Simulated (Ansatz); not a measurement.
InAs:
Space group Pm-3n (No. 223); a = b = c = 7.620 Å, α = β = γ = 90.00°

```
atom  site  symmetry       x       y       z
----  ----  --------  ------  ------  ------
In      6c     -4m.2  0.0000  0.5000  0.2500
As      6d     -4m.2  0.0000  0.2500  0.5000
```

Relaxed with DFT-PBE in the program Ansatz with PAW potentials. Indices refer to the conventional cell of Pm-3n, a = b = c = 7.6201 Å, α = β = γ = 90.00°.

Q: Simulate the powder diffraction pattern (Cu Kα, λ = 1.54184 Å; lines above 1 %) up to 2θ = 90°.

A: Simulated powder pattern, Cu Kα, λ = 1.54184 Å (kinematic, ideal powder, no thermal factors, no anomalous dispersion; the 30 strongest lines at most, above 1 %, up to 2θ = 90°):

```json
[
 {"2θ (°)": "16.45", "d (Å)": "5.388", "I/Imax (%)": "100", "hkl": "(110)"},
 {"2θ (°)": "23.35", "d (Å)": "3.810", "I/Imax (%)": "22", "hkl": "(200)"},
 {"2θ (°)": "26.15", "d (Å)": "3.408", "I/Imax (%)": "11", "hkl": "(210)"},
 {"2θ (°)": "28.70", "d (Å)": "3.111", "I/Imax (%)": "52", "hkl": "(211)"},
 {"2θ (°)": "33.26", "d (Å)": "2.694", "I/Imax (%)": "18", "hkl": "(220)"},
 {"2θ (°)": "37.32", "d (Å)": "2.410", "I/Imax (%)": "26", "hkl": "(310)"},
 {"2θ (°)": "41.03", "d (Å)": "2.200", "I/Imax (%)": "59", "hkl": "(222)"},
 {"2θ (°)": "42.79", "d (Å)": "2.113", "I/Imax (%)": "2.9", "hkl": "(320)"},
 {"2θ (°)": "44.49", "d (Å)": "2.037", "I/Imax (%)": "31", "hkl": "(321)"},
 {"2θ (°)": "47.74", "d (Å)": "1.905", "I/Imax (%)": "28", "hkl": "(400)"},
 {"2θ (°)": "50.84", "d (Å)": "1.796", "I/Imax (%)": "16", "hkl": "(411)+(330)"},
 {"2θ (°)": "53.80", "d (Å)": "1.704", "I/Imax (%)": "8.7", "hkl": "(420)"},
 {"2θ (°)": "55.24", "d (Å)": "1.663", "I/Imax (%)": "2.5", "hkl": "(421)"},
 {"2θ (°)": "56.66", "d (Å)": "1.625", "I/Imax (%)": "7.4", "hkl": "(332)"},
 {"2θ (°)": "59.42", "d (Å)": "1.555", "I/Imax (%)": "6.4", "hkl": "(422)"},
 {"2θ (°)": "62.11", "d (Å)": "1.494", "I/Imax (%)": "17", "hkl": "(431)+(510)"},
 {"2θ (°)": "66.02", "d (Å)": "1.415", "I/Imax (%)": "2.1", "hkl": "(432)+(520)"},
 {"2θ (°)": "67.30", "d (Å)": "1.391", "I/Imax (%)": "8.7", "hkl": "(521)"},
 {"2θ (°)": "69.82", "d (Å)": "1.347", "I/Imax (%)": "18", "hkl": "(440)"},
 {"2θ (°)": "72.30", "d (Å)": "1.307", "I/Imax (%)": "7.0", "hkl": "(530)+(433)"},
 {"2θ (°)": "74.75", "d (Å)": "1.270", "I/Imax (%)": "4.0", "hkl": "(442)+(600)"},
 {"2θ (°)": "77.17", "d (Å)": "1.236", "I/Imax (%)": "8.8", "hkl": "(532)+(611)"},
 {"2θ (°)": "79.56", "d (Å)": "1.205", "I/Imax (%)": "2.7", "hkl": "(620)"},
 {"2θ (°)": "81.94", "d (Å)": "1.176", "I/Imax (%)": "5.0", "hkl": "(541)"},
 {"2θ (°)": "84.30", "d (Å)": "1.149", "I/Imax (%)": "21", "hkl": "(622)"},
 {"2θ (°)": "85.48", "d (Å)": "1.136", "I/Imax (%)": "1.0", "hkl": "(542)+(630)"},
 {"2θ (°)": "86.65", "d (Å)": "1.124", "I/Imax (%)": "4.4", "hkl": "(631)"},
 {"2θ (°)": "89.00", "d (Å)": "1.100", "I/Imax (%)": "6.3", "hkl": "(444)"}
]
```

The start of the workflow was typed in or built on a structure type; neither database checked (COD, Materials Project) lists it. It is not the phase usual at ambient conditions (space group No. 216). The PBE relaxation kept the symmetry of its start; its stability against distortions is not shown here. The volume moved by 31 % from the start of the relaxation.

Potentials: the earlier of the program's two PAW sets.
